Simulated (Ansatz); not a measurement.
Space group P6_3/mmc (No. 194). a = 5.890 Å, b = 5.890 Å, c = 4.748 Å, α = 90.00°, β = 90.00°, γ = 120.00°
| atom | site | symmetry | x | y | z |
| --- | --- | --- | --- | --- | --- |
| Ti | 6h | mm2 | 0.1646 | 0.3292 | 0.7500 |
| Sn | 2c | -6m2 | 0.6667 | 0.3333 | 0.7500 |

Equation of state of this Ti3Sn structure (not necessarily the ground state), with shape and atoms relaxed at each volume where symmetry leaves them free. It has no gap at any of these volumes. Theory: DFT r2SCAN, scalar-relativistic, plane waves, PAW (Ansatz 0.2.0).

Settings: cutoff 500 eV, Γ-centred mesh 6×6×8 on the computed 8-atom cell, Gaussian smearing of 0.10 eV; no spin polarisation.

```tsv
V (Å³/atom)	E − E(largest V) (meV/atom)	P (GPa)
16.763	4.26	8.68
17.298	-16.61	3.99
17.833	-22.95	-0.03
18.368	-16.83	-3.49
18.903	0.00	-6.46
```

Question: Fit a third-order Birch–Murnaghan equation to E(V).

Answer: V0 = 17.82 Å³/atom, B0 = 124 GPa, B0' = 4.1.

Cost: 5 runs of about 11 core-minutes in all, on Arm Neoverse V2 (shared hosts).